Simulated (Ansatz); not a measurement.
One crystal and one scan (scan of one atom of the cell) at two levels, PBE (plane waves to 420 eV, PAW, scalar-relativistic; Ansatz, an electronic-structure program) and r2SCAN (plane waves to 500 eV, PAW, scalar-relativistic; Ansatz), each from its own relaxed cell and on its own mesh. The cell shown is that of PBE.

Zr (hcp, Mg type)

```yaml
crystal:
  lattice:
    - [6.46319, 0.00000, 0.00000]
    - [-1.61580, 2.79864, 0.00000]
    - [0.00000, 0.00000, 5.17363]
  atoms:
    - { symbol: Zr, position: [0.16667, 0.66667, 0.75000] }
    - { symbol: Zr, position: [0.66667, 0.66667, 0.75000] }
    - { symbol: Zr, position: [0.33333, 0.33333, 0.25000] }
    - { symbol: Zr, position: [0.83333, 0.33333, 0.25000] }
```

In this cell atom 4 (Zr, nearest neighbour Zr at 3.189 Å; its periodic images, 3.2 Å or more away, move with it) is moved by s along Cartesian [110], unit vector (0.707, 0.707, 0.000); all other atoms and the cell stay fixed.

E stands for the smeared free energy. The PAW data are Ansatz's earlier set. Zr is run without spin polarisation. Zr was relaxed with its symmetry unable to fall. (PBE) Left out: 4 of 11 points, with atoms too close for the PAW data. (r2SCAN) Left out: 4 of 11 points, with atoms too close for the PAW data. With partly filled bands, energies and forces of such displacements shift with the k mesh and the smearing. Both scans cover s from -0.576 to 0.576 Å.

ΔE (meV/cell), each from the undisplaced structure of its own level:

```tsv
s (Å)	PBE	r2SCAN
-0.576	847	894
-0.384	374	409
-0.192	98	109
0.000	0	0
0.192	95	106
0.384	371	withheld
0.576	861	902
```

Estimate the r2SCAN value at 0.384 from the PBE value there and the ratio of the two levels in the two nearest given rows on that side of the minimum.

At 0.576 and 0.192 the ratio r2SCAN/PBE averages 1.082, which gives 1.082 × 371 = 401 meV/cell. The calculation gives 404 meV/cell, +8.9 % against PBE.

(A displaced cell: forces are minus the slopes of the energy, force constants its curvatures, and phonons follow from these.)
